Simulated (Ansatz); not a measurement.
Vibrational response of Rb2Se3I

The calculation used Ansatz 0.2.0, DFT PBE, scalar-relativistic, plane waves, PAW. Plane waves to 420 eV; Γ-centred k mesh 6×6×4; Gaussian smearing of 0.10 eV. No spin polarisation. Phonons by linear response, acoustic sum rule imposed.

Relaxed structure:
```yaml
crystal:
  lattice:
    - [6.78007, -0.75345, 0.74983]
    - [-3.56368, 5.86492, -0.03680]
    - [-0.67502, -0.18352, 7.33396]
  atoms:
    - { symbol: Rb, position: [0.06501, 0.47729, 0.50974] }
    - { symbol: Rb, position: [0.73474, 0.80741, 0.00975] }
    - { symbol: Se, position: [0.74926, 0.79298, 0.50976] }
    - { symbol: Se, position: [0.49494, 0.35218, 0.60766] }
    - { symbol: Se, position: [0.19004, 0.04733, 0.41180] }
    - { symbol: I, position: [0.04758, 0.49456, 0.00974] }
```

It was reached by relaxing an invented guess, and it needn't be the stable form of this composition. In a metal, frequencies depend on the k mesh and the smearing, soft modes most. Spin–orbit coupling is left out, which matters for heavy elements.

Task: Is this structure stable against zone-centre distortions?

Result: Yes, at Γ: no optical mode is imaginary. Strains and other wave vectors aren't tested by this run.

Task: List the optical modes at Γ (i marks imaginary ones).

Result:
| frequency (meV) | degeneracy |
| --- | --- |
| 2.0 | 1 |
| 3.2 | 1 |
| 3.6 | 1 |
| 4.2 | 1 |
| 5.7 | 1 |
| 6.4 | 1 |
| 6.6 | 1 |
| 8.7 | 1 |
| 9.3 | 1 |
| 9.3 | 1 |
| 12.9 | 1 |
| 13.0 | 1 |
| 20.0 | 1 |
| 21.9 | 1 |
| 27.0 | 1 |
